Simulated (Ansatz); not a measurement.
The relaxed structure here is a generated cell of RbCrSe2: the first start was made by placing the elements on the sites of a structure type, and the end was not matched to a known phase here, so it may be hypothetical.

A relaxed structure of RbCrSe2. Space group P6₃/mmc (No. 194), AFLOW prototype ABC2_hP8_194_d_a_f (as in AlCr2C). These are PBE (plane waves to 420 eV, PAW, scalar-relativistic; Ansatz, a quantum-chemistry and plane-wave program) values and carry that method's errors.

```cif
data_Cr2Rb2Se4
_chemical_formula_sum 'Rb2 Se4 Cr2'
_space_group_name_H-M_alt 'P 1'
_space_group_IT_number 1
_cell_length_a 3.88789
_cell_length_b 3.88789
_cell_length_c 15.38038
_cell_angle_alpha 90.000
_cell_angle_beta 90.000
_cell_angle_gamma 120.000
loop_
_space_group_symop_operation_xyz
  'x, y, z'
loop_
_atom_site_label
_atom_site_type_symbol
_atom_site_fract_x
_atom_site_fract_y
_atom_site_fract_z
_atom_site_occupancy
Rb1 Rb 0.33333 0.66667 0.75000 1
Rb2 Rb 0.66667 0.33333 0.25000 1
Se1 Se 0.33333 0.66667 0.08486 1
Se2 Se 0.66667 0.33333 0.58486 1
Se3 Se 0.66667 0.33333 0.91514 1
Se4 Se 0.33333 0.66667 0.41514 1
Cr1 Cr 0.00000 0.00000 0.00000 1
Cr2 Cr 0.00000 0.00000 0.50000 1
```

Task: What is the computed band gap (PBE)?

Result: 0.93 eV, indirect (valence top at 25 % of the way from Γ to M, conduction bottom at 50 % of the way from Γ to M) (no spin-orbit coupling).

Task: What is the computed magnetic moment (PBE)?

Result: Net 0.75 μB/atom, ferromagnetic.

Spin state reached: ferromagnetic (net 0.75 μB/atom), from parallel starting moments; other spin orders were not run from this start.

The run could not lose the symmetry of its start: the end is stationary, and may be a saddle point rather than a minimum.
